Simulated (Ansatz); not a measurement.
A geometry of Sn away from equilibrium: the start of the relaxation of a generated trial cell of Sn in the black-P structure type. The numbers are results of r2SCAN (plane waves to 500 eV, PAW, scalar-relativistic; Ansatz, a quantum-chemistry and plane-wave program), not measurements. Γ-centred k-mesh 9×9×6 on the run's cell (coarser than for final values), Fermi–Dirac smearing 0.05 eV.

```xyz
4
Lattice="1.9670 -6.2197 0.0000 1.9670 6.2197 0.0000 0.0000 0.0000 5.1955" Properties=species:S:1:pos:R:3:forces:R:3 pbc="T T T" free_energy=-24151.417 pressure_GPa=10.3
Sn     1.9670     1.2648     3.0163    0.0000    1.4718   -1.7401
Sn     1.9670    -1.2648     2.1792    0.0000   -1.4718    1.7401
Sn     1.9670    -4.9549     4.7770    0.0000    1.4718    1.7401
Sn     1.9670     4.9549     0.4186    0.0000   -1.4718   -1.7401
```

Positions in Å, forces in eV/Å, free energy of the cell in eV (comparable only within this code, potentials and settings). Largest force: 2.28 eV/Å, on Sn1, Sn2, Sn3, Sn4 (atoms numbered as listed); the geometry lies 0.54 to 0.55 eV/atom (the two k-meshes of the run give this range) above the end of its relaxation.

No spin polarisation in the result.

The run could not lose the symmetry of its start, so the end can be a saddle point.

The end of the path is a generated cell of Sn: the first start was made by placing the elements on the sites of a structure type, and the end was not matched to a known phase here, so it may be hypothetical. Known forms of Sn include space group No. 141, 227.
